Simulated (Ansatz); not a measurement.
```yaml
crystal:
  lattice:
    - [0.0, 3.0752447563, 3.0752447563]
    - [3.0752447563, 0.0, 3.0752447563]
    - [3.0752447563, 3.0752447563, 0.0]
  atoms:
    - { symbol: Lu, position: [0.5, 0.5, 0.5] }
    - { symbol: Sb, position: [0.0, 0.0, 0.0] }
basis:
  ecutwfc: 420
  ecutrho_ratio: 4
kpoints:
  mp_grid: { grid: [10, 10, 10] }
hamiltonian:
  xc: pbesol
scf:
  occupations: { method: gaussian, width: 0.05 }
output:
  forces: true
  stress: true
  eigenvalues: true
```

What does this Ansatz input ask for?

It asks for a single-point calculation of LuSb with PBEsol (scalar-relativistic), a cutoff of 420 eV (density cutoff 4 times that), a Γ-centred 10×10×10 mesh and Gaussian smearing of 0.05 eV, without spin polarisation. Forces, stress and eigenvalues are wanted.

How large is the problem?

40 valence electrons, 1139 plane waves at Γ, 48 symmetry operations and 47 irreducible k-points; it took 9 SCF iterations in all.

Launched as:
```sh
ansatz run input.yaml --threads 4 --pin off --max-ram 8192MiB --backend cpu --events-out ev --progress --plain --runs-dir out
```

About how long does the run take on 4 threads of Arm Neoverse V1, with other jobs on the host, and how much memory does it need?

About 1.5 s, with a peak of 0.4 GiB.

The cell was built from a prototype; rock salt is the usual structure of such lanthanide and actinide compounds.
